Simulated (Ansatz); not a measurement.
Sc3Al:
```cif
data_AlSc3
_chemical_formula_sum 'Sc3 Al1'
_space_group_name_H-M_alt 'Pm-3m'
_space_group_IT_number 221
_space_group_name_Hall '-P 4 2 3'
_cell_length_a 4.42610
_cell_length_b 4.42610
_cell_length_c 4.42610
_cell_angle_alpha 90.000
_cell_angle_beta 90.000
_cell_angle_gamma 90.000
loop_
_atom_site_label
_atom_site_type_symbol
_atom_site_symmetry_multiplicity
_atom_site_Wyckoff_symbol
_atom_site_fract_x
_atom_site_fract_y
_atom_site_fract_z
_atom_site_occupancy
Sc1 Sc 3 c 0.00000 0.50000 0.50000 1
Al1 Al 1 a 0.00000 0.00000 0.00000 1
```

This is the r²SCAN-relaxed structure.

### Question
All from r²SCAN in the plane-wave PAW code Ansatz, unless another level is named. Give the density of states at the Fermi level.

### Answer
1.3 states/eV per atom (mean over ±0.08 eV).

### Question
Give the formation energy from the elements (no fitted shifts).

### Answer
-0.27 eV/atom.

The first step of the workflow began from a Materials Project structure, measured or hypothetical; the Crystallography Open Database copy checked does not list it. Whether it is the stable phase at ambient conditions was not checked. Symmetry was held in the r²SCAN relaxation; whether a distortion lowers the energy is not shown. No spin polarisation was allowed. The references are the lowest solids computed at this level, not always the standard phases.

Potentials: the later of the program's two PAW sets.
